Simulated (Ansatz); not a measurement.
**Zn₈O₇: a hybrid from a gapped semilocal start**

Zn₈O₇ is taken as a test cell of our own (not relaxed), 15 atoms in the cell.

```
CELL_PARAMETERS angstrom
6.50000 0.00000 0.00000
-3.25000 5.62917 0.00000
0.00000 0.00000 5.21000
ATOMIC_POSITIONS crystal
Zn 0.16882 0.32817 0.98798
Zn 0.33441 0.16662 0.50741
O 0.16654 0.33540 0.38160
O 0.32890 0.16666 0.87749
Zn 0.16136 0.83019 0.99961
Zn 0.34153 0.67195 0.49603
O 0.32335 0.66439 0.87664
Zn 0.66594 0.33366 0.99778
Zn 0.82885 0.16364 0.50840
O 0.67006 0.33793 0.38755
O 0.83705 0.17313 0.88818
Zn 0.65214 0.83284 0.99554
Zn 0.83481 0.67274 0.49111
O 0.66394 0.82979 0.38787
O 0.82727 0.66934 0.88235
```

Code: Ansatz (development build ahead of 0.2.0); PAW (an earlier, harder data set), plane waves, scalar-relativistic; no spin polarisation; cutoff 930 eV; k-mesh 1×1×1. A hybrid run begins with a PBE cycle under the same occupations; its iterations are summed over that start, the exchange cycles and any other fillings tried.

With one k-point the gap is the spacing of two levels at that point, not the band gap of the material; the mesh is far from converged, so the case tests the SCF and predicts nothing for the material.

| functional and occupations | outcome |
| --- | --- |
| HSE06, fixed occupations | converged in 32 iterations, gap on the mesh 4.92 eV |
| PBE, fixed occupations | converged in 13 iterations, gap on the mesh 3.08 eV |
| PBE, Fermi–Dirac smearing 0.01 eV | converged in 13 iterations, gap on the mesh 3.08 eV |
| HSE06, Fermi–Dirac smearing 0.01 eV | converged in 32 iterations, gap on the mesh 4.92 eV |

HSE06 opens the gap by 1.84 eV against PBE; on one k-point part of that hangs on the q+G = 0 term of the exchange. With a gap this far above the smearing width, smeared and fixed occupations give the same result.
